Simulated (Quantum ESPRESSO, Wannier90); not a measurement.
Wannierisation of AlN (zinc blende)

Cell from Materials Project (mp-1700), symmetrised, no further relaxation. Not found in the COD (Crystallography Open Database) copy used, which has the formula in other groups; not checked further. Level: PBEsol, no spin polarisation, no spin-orbit coupling; pw.x of Quantum ESPRESSO at 68 Ry with PseudoDojo potentials, 12×12×12 k-points, Wannier90. Density: 12×12×12 mesh, cold smearing 0.01 Ry.

```
begin unit_cell_cart
ang
    0.0000000000    2.1839950000    2.1839950000
    2.1839950000    0.0000000000    2.1839950000
    2.1839950000    2.1839950000    0.0000000000
end unit_cell_cart
mp_grid = 12 12 12
```

Neighbour vectors b of the finite-difference formula (Å⁻¹), by shell:

```
shell       b_x       b_y       b_z
-----  --------  --------  --------
1       0.11987   0.11987  -0.11987
1       0.11987  -0.11987   0.11987
1      -0.11987   0.11987   0.11987
1       0.11987   0.11987   0.11987
1      -0.11987  -0.11987   0.11987
1      -0.11987   0.11987  -0.11987
1       0.11987  -0.11987  -0.11987
1      -0.11987  -0.11987  -0.11987
```

Problem. Find the weights w_b from the completeness condition Σ_b w_b b_α b_β = δ_αβ.

Solution. Shell 1: Σ b_x² = 0.115, Σ b_y² = 0.115, Σ b_z² = 0.115 Å⁻²
Each of the three diagonal sums, weighted, has to give 1 and the off-diagonal ones 0, which holds for w_1 = 8.70 Å². Check on xx: 8.70×0.115 = 1.00.

On this mesh the 4 functions of bands 1-4 (valence bands; start: s functions at the bond centres, conv_tol = 1.0e-6) end with spreads 0.9563, 0.9563, 0.9563, 0.9563 Å², Ω_I = 3.2095 Å² and Ω_D = 0.0001 Å².

Ω_total is the sum of the spreads, 3.825 Å². Ω_OD = Ω_total − Ω_I − Ω_D = 0.616 Å². Only (Ω_D + Ω_OD)/Ω_total = 16.1 % depends on the gauge, and another start could lower the total by that share at most. The rms radius is √(Ω_total/4) = 0.98 Å.
